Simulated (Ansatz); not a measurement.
**YAlP: relaxation (Ansatz)**

Run with:

```bash
ansatz run input.yaml --threads 2 --pin off --max-ram 2560MiB --backend cpu --events-out ev --progress --plain --runs-dir out
```

The input file (Ansatz 0.2.0, plane waves):

```yaml
crystal:
  lattice:
    - [4.034752, 0.0, 0.0]
    - [2.017376, -5.199834, 0.0]
    - [0.0, 0.0, -5.74233]
  atoms:
    - { symbol: "Y", position: [0.3099, 0.3802, 0.75] }
    - { symbol: "Y", position: [0.6901, 0.6198, 0.25] }
    - { symbol: P, position: [0.6058, 0.7884, 0.75] }
    - { symbol: P, position: [0.3942, 0.2116, 0.25] }
    - { symbol: Al, position: [0.0, 0.0, 0.0] }
    - { symbol: Al, position: [0.0, 0.0, 0.5] }
  symmetry: { tolerance: 0.0003 }
kpoints:
  mp_grid: { grid: [6, 6, 4], shift: [0, 0, 0] }
magnetization:
  spin_polarized: false
scf:
  occupations: { method: gaussian, width: 0.2295 }
  lower_state_search: "off"
hamiltonian:
  pseudopotentials: { kind: paw }
  xc: r2scan
basis:
  ecutwfc: 500
  fft_grid_basis: typed
relax:
  max_steps: 80
  cell: { p_target: 5.0 }
  f_tol: 0.03
output:
  forces: true
  stress: true
  eigenvalues: true
  bader: true
  populations: true
  elf: true
  write_potential: true
  volumetric_format: npy
  dos:
    e_range: [-12, 8]
    de: 0.05
    projected: { site_lists: { Al: [Al], P: [P], "Y": ["Y"] } }
checkpoint:
  read: saved_state
```

Origin of the cell: a known structure type with other elements, at an estimated volume, so it need not be a known compound.

The saved state is a converged single point of the same cell.

Output (shortened):

```
SCF iter   1: F=-10324.221494 eV  HF=-10324.219632 eV  Δρ=9.39e-4  dr2=1.04e-3  dr2_τ=5.97e-4
SCF iter   2: F=-10324.221697 eV  HF=-10324.221477 eV  Δρ=5.98e-4  dr2=5.08e-4  dr2_τ=7.38e-5
SCF iter   3: F=-10324.221804 eV  HF=-10324.221780 eV  Δρ=1.14e-4  dr2=1.63e-5  dr2_τ=4.37e-6
SCF iter   4: F=-10324.221812 eV  HF=-10324.221810 eV  Δρ=2.84e-5  dr2=1.27e-6  dr2_τ=1.15e-7
SCF iter   5: F=-10324.221812 eV  HF=-10324.221812 eV  Δρ=6.79e-6  dr2=4.69e-8  dr2_τ=2.49e-9
relax step   1: F+E_penalty+E_count = -10324.221812 eV  Δ(F+E_penalty+E_count) = +0.000e0 eV  max|allowed force component| = 1.874e-1 eV/Å  Δτ_max = 0.0000 Å  P = -4.844 GPa  Ω = 120.474 Å³ […]
relax step   2: F+E_penalty+E_count = -10324.251371 eV  Δ(F+E_penalty+E_count) = -2.956e-2 eV  max|allowed force component| = 1.813e-1 eV/Å  Δτ_max = 0.0481 Å  P = +5.663 GPa  Ω = 107.579 Å³ […]
relax step   3: F+E_penalty+E_count = -10324.276605 eV  Δ(F+E_penalty+E_count) = -2.523e-2 eV  max|allowed force component| = 4.446e-2 eV/Å  Δτ_max = 0.0255 Å  P = +4.929 GPa  Ω = 108.175 Å³ […]
relax step   4: F+E_penalty+E_count = -10324.276189 eV  Δ(F+E_penalty+E_count) = +4.157e-4 eV  max|allowed force component| = 5.540e-3 eV/Å  Δτ_max = 0.0054 Å  P = +4.969 GPa  Ω = 108.142 Å³ […]
relax step   5: F+E_penalty+E_count = -10324.274953 eV  Δ(F+E_penalty+E_count) = +1.236e-3 eV  max|allowed force component| = 2.964e-3 eV/Å  Δτ_max = 0.0020 Å  P = +5.006 GPa  Ω = 108.102 Å³ […]
relax step   6: F+E_penalty+E_count = -10324.273266 eV  Δ(F+E_penalty+E_count) = +1.688e-3 eV  max|allowed force component| = 3.245e-3 eV/Å  Δτ_max = 0.0000 Å  P = +5.006 GPa  Ω = 108.102 Å³  stress off target by 2.77e-2 GPa […]
SCF 6 converged in 6 iterations: F = -10324.273266 eV  dr2 = 7.13e-12
basis re-selected at this cell: Δ(F+E_penalty+E_count) = +1.688e-3 eV, ΔP = -0.001 GPa vs the last step (what re-selecting the basis moved, of the pressure what is left beyond the Pulay corre […]
SCF converged after 6 iterations
Free energy (F): -10324.273266 eV
Harris-Foulkes:  -10324.273266 eV  (|F-HF|=5.46e-12)
Internal energy: -10324.215889 eV  (E = F + TS)
E sigma→0 (E₀):  -10324.244577 eV
Entropy (-TS):   -0.057377 eV (-9.563 meV/atom)
Fermi energy:    11.911532 eV
--- Per-component energies (eV) ---
  E_band       = -131.855970
  E_kinetic    = 809.558939
  E_local      = -1228.308824  (includes V_loc(G=0)·N_el)
  E_nonlocal   = 185.473009
  E_hartree    = 418.802009
  E_xc         = -533.649699
  E_vxc        = -646.818057  (∫ρ·V_xc dr)
  E_paw        = -7781.546885  (= ΣΔE_a)
  E_vpaw       = -122.084907  (= ΣTr[D̂ρ^β])
  E_aug_tail   = 0.000005  (compensation charges beyond the density's cutoff)
  E_vtau       = 32.719810  (kinetic-family band-sum trace: ∫τ·v_τ [+ j·A + Jᵃ·Aᵃ] dr)
  E_ewald      = -2193.934636
  E_core_change = -0.609807  (= ΣΔE_core)
  E_smearing   = -0.057377  (= −TS)
  Σ components = -10324.273266   (vs F -10324.273266, Δ=0.00e0)
--- Forces (eV/Å), atoms counted from 1 ---
  atom   1  Y     -0.000000    -0.003245     0.000000
  atom   2  Y      0.000000     0.003245    -0.000000
  atom   3  P      0.000000     0.000345    -0.000000
  atom   4  P     -0.000000    -0.000345     0.000000
  atom   5  Al     0.000000     0.000000     0.000000
  atom   6  Al     0.000000     0.000000     0.000000
  max |Σ_I F_I| component: 3.47e-18 eV/Å
--- Stress (GPa, compression-positive) ---
        4.992434      -0.000000      -0.000000
       -0.000000       4.996731      -0.000000
       -0.000000      -0.000000       5.027673
  P = ⅓ Tr σ = 5.0056 GPa (50.056 kbar)
--- Relaxed structure (5 steps of the walk, 5 accepted, 1 SCFs on fresh bases) ---
  F+E_penalty+E_count = -10324.273266 eV   max|allowed force component| = 3.245e-3 eV/Å   (the final SCF, on the basis selected at the relaxed cell)
  cell:  # Å, volume = 108.1016 Å³
    - [3.947436, 0.0, 0.0]
    - [1.973718, -4.954636, 0.0]
    - [0.0, 0.0, -5.527201]
  atoms:
    - { symbol: Y, position: [0.311180, 0.377639, 0.75] }
    - { symbol: Y, position: [0.688820, 0.622361, 0.25] }
    - { symbol: P, position: [0.607254, 0.785493, 0.75] }
    - { symbol: P, position: [0.392746, 0.214507, 0.25] }
    - { symbol: Al, position: [-2.988e-19, 5.977e-19, 0.0] }
    - { symbol: Al, position: [-2.988e-19, 5.977e-19, 0.5] }
--- Löwdin populations: 6 sites ---
  site symbol       q [e]
     0      Y     10.7019
     1      Y     10.7019
     2      P      5.1883
     3      P      5.1883
     4     Al      2.9640
     5     Al      2.9640
  spilling = 0.007672 (of n_electrons = 38.000000)
--- Bader charges: 6 sites ---
  site symbol  charge [e]  shift [e]
     0      Y      1.5583     0.0000
     1      Y      1.5583     0.0000
     2      P     -2.2202     0.0025
     3      P     -2.2202     0.0025
     4     Al      0.6618     0.0025
     5     Al      0.6619     0.0025
  estimated error of the sums over rays = 7.6e-4 e
```

Before:

Space group Cmcm (No. 63); the run's cell has a = 4.035 Å, b = 5.577 Å, c = 5.742 Å, α = 90.00°, β = 90.00°, γ = 68.80°. Shortest distances: Al–P 2.71 Å, Al–Al 2.87 Å, P–Y 2.93 Å, Al–Y 3.17 Å.

After:

Space group Cmcm (No. 63); the run's cell has a = 3.947 Å, b = 5.333 Å, c = 5.527 Å, α = 90.00°, β = 90.00°, γ = 68.28°. Shortest distances: Al–P 2.63 Å, Al–Al 2.76 Å, P–Y 2.82 Å, Al–Y 3.05 Å, P–P 3.49 Å.

```yaml
Enthalpy_lowered_by: 72.9 meV/atom
Volume_change: -10.27 %
Final_pressure: 5.01 GPa
Relaxation_steps_listed: 6
```

Caveats: the relaxation held the start's symmetry, so the end may be a saddle point; wide smearing.

Time: 110 s on 2 threads of Arm Neoverse V1, with other jobs on the host, peak memory 0.72 GiB, from a saved density.
